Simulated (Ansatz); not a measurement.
SrHfO$_{3}$:
```xyz
5
Lattice="4.0583 0.0000 0.0000 0.0000 4.0583 0.0000 0.0000 0.0000 4.1017" Properties=species:S:1:pos:R:3 pbc="T T T"
Sr     2.0292     2.0292     2.2109
Hf     0.0000     0.0000     4.1000
O      2.0292     0.0000     3.9384
O      0.0000     2.0292     3.9384
O      0.0000     0.0000     1.9896
```

Relaxed with LDA. Special points in fractions of this cell's reciprocal vectors: Γ (0.000, 0.000, 0.000); X (0.000, 0.500, 0.000); M (0.500, 0.500, 0.000); Z (0.000, 0.000, 0.500); R (0.000, 0.500, 0.500); A (0.500, 0.500, 0.500).

List the band energies nearest the valence-band maximum at these points for the program Ansatz at the LDA level (PAW).

In eV from the valence-band maximum; about four levels below and three above (degenerate sets whole), none deeper than 8.9 eV; points with the same levels are listed once.

```tsv
k	below	above
Γ	-1.07 -1.07 -0.27 -0.27 -0.16	3.72 4.07 4.07
X	-2.01 -1.58 -0.50 -0.34	4.57 5.95 6.46
M	-1.36 -1.36 -0.74 -0.16	6.51 6.51 7.04
Z	-1.94 -1.94 -1.79 -0.32 -0.32	4.26 6.79 6.79
R	-1.47 -1.44 -0.74 -0.03	6.61 6.74 6.74
A	-3.48 -3.48 -0.10 0.00 0.00	6.38 6.38 6.49
```

Space group P4mm. The workflow started from a Materials Project entry (that database holds measured and hypothetical structures alike); the Crystallography Open Database copy checked does not list it. COD files the formula under space group No. 62, 63, 221, so this cell is another polymorph or a model. Whether it is the stable phase at ambient conditions was not checked. Symmetry was held in the LDA relaxation. At this level the phase is dynamically unstable (imaginary phonons). No spin polarisation was allowed. Scalar-relativistic: spin–orbit coupling is off unless named, which matters more the heavier the elements.

Potentials: the later of the program's two PAW sets.
